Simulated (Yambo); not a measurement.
Quantum ESPRESSO input (LDA, PseudoDojo standard norm-conserving files, scalar-relativistic) whose wavefunctions are converted with p2y:

```
&CONTROL
  calculation = 'nscf'
  pseudo_dir = './pseudo'
  outdir = './out'
/
&SYSTEM
  ibrav = 0
  nat = 8
  ntyp = 4
  ecutwfc = 84.0
  ecutrho = 336.0
  occupations = 'fixed'
  force_symmorphic = .true.
  nbnd = 278
/
&ELECTRONS
  conv_thr = 8e-09
  diago_full_acc = .true.
  diago_thr_init = 1e-08
/
ATOMIC_SPECIES
F 18.9984 F.upf
Zn 65.3800 Zn.upf
As 74.9216 As.upf
Ba 137.3270 Ba.upf
CELL_PARAMETERS angstrom
  4.299230000000   0.000000000000   0.000000000000
  0.000000000000   4.299230000000   0.000000000000
  0.000000000000   0.000000000000   9.621690000000
ATOMIC_POSITIONS crystal
F   0.500000000000   0.500000000000   0.000000000000
F   0.000000000000   0.000000000000   0.000000000000
Zn   0.500000000000   0.500000000000   0.500000000000
Zn   0.000000000000   0.000000000000   0.500000000000
As   0.000000000000   0.500000000000   0.343390000000
As   0.500000000000   0.000000000000   0.656610000000
Ba   0.000000000000   0.500000000000   0.835490000000
Ba   0.500000000000   0.000000000000   0.164510000000
K_POINTS automatic
1 1 1 0 0 0
```

Yambo's initialisation report on symmetry, reciprocal space, the k grid and the gaps on this mesh:

```
  [02.02] Symmetries
  ==================

  Inversion symmetry    : yes
  Spatial inversion     : no
  Inversion index       :   9
  K-space Time-reversal : yes
  Magnetic symmetries   : no
  Time-reversal derived K-space symmetries:   9  16
  Group table correct   : yes
  Symmetries units      :  [cc]

  [02.03] Reciprocal space
  ========================

  nG shells         :   7287
  nG charge         :  124807
  nG WFs            :  15633
  nC WFs            :  15633
  G-vecs. in first 80 shells:  [ Number ]
     1    3    5    9   17   19   27   31   39
    47   55   57   65   69   77   85   93   95
   103  111  127  135  151  159  175  183  185
   193  197  205  221  229  237  245  249  257
    265   267   275   283   299   307   323   331   339
    355   363   371   379   395   411   419   421   429
    437   453   469   477   485   501   509   517   533
    549   565   573   577   579   587   603   611   619
    627   635   643   659   675   691   699   707
  ...
  Shell energy in first 80 shells:  [ mHa ]
     0.0000   59.7076  238.8302  299.0547  358.7623  537.3680  537.8849  598.1094  657.8170
    836.423      836.940      955.321      1135.48      1196.22      1254.38      1255.93      1435.05      1492.69
    1495.27      1553.43      1554.98      1733.59      1734.10      1791.74      2032.64      2090.80      2149.47
    2151.54      2392.44      2448.53      2450.59      2452.15      2631.27      2688.91      2691.49      2747.58
    2751.20      2925.67      2929.81      2930.32      2987.96      2990.55      3050.25      3224.72      3228.86
    3229.38      3345.69      3347.76      3523.78      3527.92      3644.75      3646.81      3821.28      3885.13
    3887.71      3945.87      3947.42      4120.34      4121.89      4126.54      4184.18      4419.39      4420.94
    4425.08      4483.24      4541.91      4784.88      4836.31      4840.96      4843.03      4844.58      5017.50
    5023.71      5083.93      5135.37      5140.02      5143.64      5316.56      5318.11      5322.24
  ...

  [02.04] K-grid lattice
  ======================

  Compatible Grid is   : 0D
  K lattice UC volume  :  0.206686 [a.u.]

  IBZ K-points                                      :  1
  BZ  K-points                                      :  1

  K/Q-points units:
  rlu = crystal or reduced units; cc = cartesian coordinates; iku = interal k-units

  K [1]          [rlu]:  0.000000  0.000000  0.000000
         WF components:  15633

  [02.05] Energies & Occupations
  ==============================

  [X] === General ===
  [X] Electronic Temperature                        :  0.000000  0.000000 [eV K]
  [X] Bosonic    Temperature                        :  0.000000  0.000000 [eV K]
  [X] Finite Temperature mode                       : no
  [X] El. density                                   :  0.58479E+24 [cm-3]
  [X] Fermi Level                                   :  9.126586 [eV]

  [X] === Gaps and Widths ===
  [X] Conduction Band Min                           :  0.100152 [eV]
  [X] Valence Band Max                              :  0.000000 [eV]
  [X] Filled Bands                                  :   52
  [X] Empty Bands                                   :   53  278
  [X] Direct Gap                                    :  0.100152 [eV]
  [X] Direct Gap localized at k                     :  1
```
The gaps are LDA values on this mesh alone; only operations without fractional translations are kept.

Spin-orbit coupling is not included.

Geometry of the Materials Project entry, not relaxed at this level.
